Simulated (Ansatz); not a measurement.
LiCl:
```yaml
crystal:
  lattice:
    - [0.00000, 2.48228, 2.48228]
    - [2.48228, 0.00000, 2.48228]
    - [2.48228, 2.48228, 0.00000]
  atoms:
    - { symbol: Li, position: [0.00000, 0.00000, 0.00000] }
    - { symbol: Cl, position: [0.50000, 0.50000, 0.50000] }
```

Relaxed with LDA. Special points in fractions of this cell's reciprocal vectors: Γ (0.000, 0.000, 0.000); X (0.500, 0.000, 0.500); U (0.625, 0.250, 0.625); K (0.375, 0.375, 0.750); L (0.500, 0.500, 0.500); W (0.500, 0.250, 0.750).

List the band energies nearest the valence-band maximum at these points for the program Ansatz at the LDA level (PAW).

In eV from the valence-band maximum; about four levels below and three above (degenerate sets whole), none deeper than 8.9 eV; points with the same levels are listed once.

```json
[
 {"k": "Γ", "below": "-0.01 -0.01 -0.01", "above": "6.59 11.63 11.63 11.63"},
 {"k": "X", "below": "-3.48 -1.34 -1.34", "above": "7.78 7.78 12.95"},
 {"k": "U", "below": "-3.00 -2.15 -1.01", "above": "7.82 9.92 11.70"},
 {"k": "L", "below": "-3.32 -0.31 -0.31", "above": "6.48 9.15 9.15"},
 {"k": "W", "below": "-2.58 -2.58 -1.27", "above": "9.63 10.00 10.41 10.41"}
]
```

Space group Fm-3m (rock salt). Symmetry was held in the LDA relaxation; phonons on a q-mesh show no instability.

Potentials: the later of the program's two PAW sets.
